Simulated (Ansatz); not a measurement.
## SiMo₃ (Pm-3n), zone-centre modes

Method: DFT PBE, scalar-relativistic, plane waves, PAW (Ansatz). The runs took a 420 eV cutoff, a Γ-centred 8×8×8 mesh and Gaussian smearing (0.15 eV). No spin polarisation.

The undisturbed cell (relaxed at this level; it needn't be the usual structure):

```
Si Mo
1.0
     4.90645    0.00000    0.00000
     0.00000    4.90645    0.00000
     0.00000    0.00000    4.90645
Si Mo
2 6
Direct
  0.00000 0.00000 0.00000
  0.50000 0.50000 0.50000
  0.25000 0.00000 0.50000
  0.50000 0.75000 0.00000
  0.75000 0.00000 0.50000
  0.50000 0.25000 0.00000
  0.00000 0.50000 0.75000
  0.00000 0.50000 0.25000
```

Harmonic modes by finite displacements of 0.02 Å, without the LO–TO term.

At this geometry, is the structure stable against these modes?

Yes: no mode is imaginary beyond 10 cm⁻¹, and only the three translations lie near zero.

List the wavenumbers in cm⁻¹.

0, 0, 0, 142, 142, 142, 186, 186, 186, 192, 192, 192, 209, 209, 209, 269, 280, 280, 304, 304, 304, 326, 326, 326.

Cost: 1 run of about 9.2 core-minutes, on AMD EPYC 7571 (shared hosts).